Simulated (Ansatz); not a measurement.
# SiO2: which input changes reach the field gradients?

Cell: a structure deposited in the COD (the cell was measured well above room temperature), taken as it stands.

Space group P4_12_12 (No. 92); a = 4.9890, c = 6.9910 Å.

```csv
site,Wyckoff,site symmetry,x,y,z
Si,4a,..2,0.2977,0.2977,0.0000
O,8b,1,0.2410,0.0999,0.1760
```

One atom of each set is listed.

Reference run. The numbers come from a DFT calculation in Ansatz (PBE, plane waves and PAW, scalar-relativistic, 420 eV cutoff, Γ-centred 4×4×3 k-points, Fermi–Dirac smearing 0.02 eV).

It gives V_zz (10²¹ V/m²) O 9.21 (η 0.12), Si -0.32 (η 0.45). Each of these runs changes the input as listed (caps on SCF iterations aside):

A. hamiltonian.pseudopotentials: {kind: paw} → {kind: paw, source: ansatz}; basis.ecutwfc: not typed → 600 eV; accuracy: not typed → high
B. scf.occupations.width: 0.02 → not typed; scf.occupations.method: fermi_dirac → tetrahedron; scf.occupations.method: tetrahedron → fermi_dirac; scf.occupations.width: not typed → 0.15

Task: Which of these changes matter for the gradients?

Result: 

```json
{"run": "A", "O V_zz (η)": "9.04 (0.12)", "Si V_zz (η)": "-0.34 (0.45)", "largest change of a gradient tensor, all atoms": "0.16", "note": "converged; another set of PAW files; cutoff below the recommended one"}
{"run": "B", "O V_zz (η)": "9.21 (0.12)", "Si V_zz (η)": "-0.32 (0.45)", "largest change of a gradient tensor, all atoms": "0.00", "note": "converged"}
```

Run A moves them most, on O (V_zz from 9.21 to 9.04); against its own size the tensor moves most on Si among sites above 0.3 (by 0.03, V_zz from -0.32 to -0.34).

Run A changes hamiltonian.pseudopotentials, basis.ecutwfc, accuracy together, so the table can't tell their shares apart.

On the reference run: The calculated pressure of 7 GPa (PBE) comes largely from the unrelaxed atoms: it is 0.9 GPa once they are relaxed in the same cell. The largest force is 0.5 eV/Å, so the atoms aren't at the calculated equilibrium and relaxing them would move these values.
